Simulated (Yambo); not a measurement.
Yambo run on K$_{2}$TiF$_{6}$ (space group P-3m1, No. 164). The wavefunctions come from this Quantum ESPRESSO step (PBEsol, PseudoDojo standard norm-conserving files, scalar-relativistic):

```
&CONTROL
  calculation = 'nscf'
  pseudo_dir = './pseudo'
  outdir = './out'
/
&SYSTEM
  ibrav = 0
  nat = 9
  ntyp = 3
  ecutwfc = 84.0
  ecutrho = 336.0
  occupations = 'fixed'
  force_symmorphic = .true.
  nbnd = 199
/
&ELECTRONS
  conv_thr = 9.000000000000001e-09
  diago_full_acc = .true.
  diago_thr_init = 1e-08
/
ATOMIC_SPECIES
F 18.9984 F.upf
K 39.0983 K.upf
Ti 47.8670 Ti.upf
CELL_PARAMETERS angstrom
  5.685059835000   0.000000000000   0.000000000000
 -2.842529917000   4.923406239000   0.000000000000
  0.000000000000   0.000000000000   4.590160000000
ATOMIC_POSITIONS crystal
F   0.316840000000   0.158420000000   0.772300000000
F   0.683160000000   0.841580000000   0.227700000000
F   0.841580000000   0.158420000000   0.772300000000
F   0.158420000000   0.841580000000   0.227700000000
F   0.841580000000   0.683160000000   0.772300000000
F   0.158420000000   0.316840000000   0.227700000000
K   0.333333333000   0.666666667000   0.697790000000
K   0.666666667000   0.333333333000   0.302210000000
Ti   0.000000000000   0.000000000000   0.000000000000
K_POINTS automatic
3 3 2 0 0 0
```

Yambo input:

```
rim_cut
gw0
dyson
el_el_corr
HF_and_locXC
ppa
em1d
RandQpts= 1000000
RandGvec= 1 Ry
EXXRLvcs= 84 Ry
VXCRLvcs= 336 Ry
Chimod= "HARTREE"
% BndsRnXp
 2 | 198 |
%
NGsBlkXp= 7 Ry
% LongDrXp
 1.0 | 1.0 | 1.0 |
%
PPAPntXp= 27.2114 eV
% GbndRnge
 1 | 198 |
%
GTermKind= "BG"
DysSolver= "n"
ExtendOut
% QPkrange
 1 | 1 | 36 | 37 |
 2 | 2 | 36 | 37 |
 5 | 5 | 36 | 37 |
 6 | 6 | 36 | 37 |
%
```

k points by index: 1 = Γ, 2 = A, 5 = K, 6 = H.

Resulting energies as the program prints them:

```
#    K-point    Band    Eo [eV]    E [eV]    E-Eo [eV]    Vxc [eV]    Vnlxc [eV]    Sc|Eo [eV]    Sc|E [eV]    dSc/dw|Eo [eV]    Re(Z)    Im(Z)
#
    1    36    0.000000    -1.974694    -1.974694    -22.76595    -30.49042    5.250913    5.749783    -6.873943    0.798330    -0.001204
    1    37    4.980171    7.538580    2.558409    -21.24885    -12.97687    -5.056140    -5.713568    -6.991860    0.795576    -0.001653
    2    36    -0.033372    -2.023368    -1.989995    -22.58664    -30.34205    5.261334    5.765409    -6.892240    0.797901    -0.001224
    2    37    5.027126    7.606985    2.579859    -21.48993    -13.22996    -5.011477    -5.680115    -7.051948    0.794180    -0.001695
    5    36    -0.158347    -2.108197    -1.949850    -22.69657    -30.28680    5.152409    5.640380    -6.809437    0.799843    -0.001202
    5    37    5.057938    7.630635    2.572697    -21.53889    -13.26220    -5.034263    -5.703994    -7.083135    0.793458    -0.001716
    6    36    -0.123731    -2.124818    -2.001087    -22.46947    -30.23953    5.261288    5.768973    -6.903124    0.797647    -0.001229
    6    37    5.062560    7.640914    2.578354    -21.56632    -13.32820    -4.988940    -5.659766    -7.079140    0.793550    -0.001717
```
(The two width columns are left out.) Convergence of these settings isn't established.

Geometry of the Materials Project entry, not relaxed at this level.
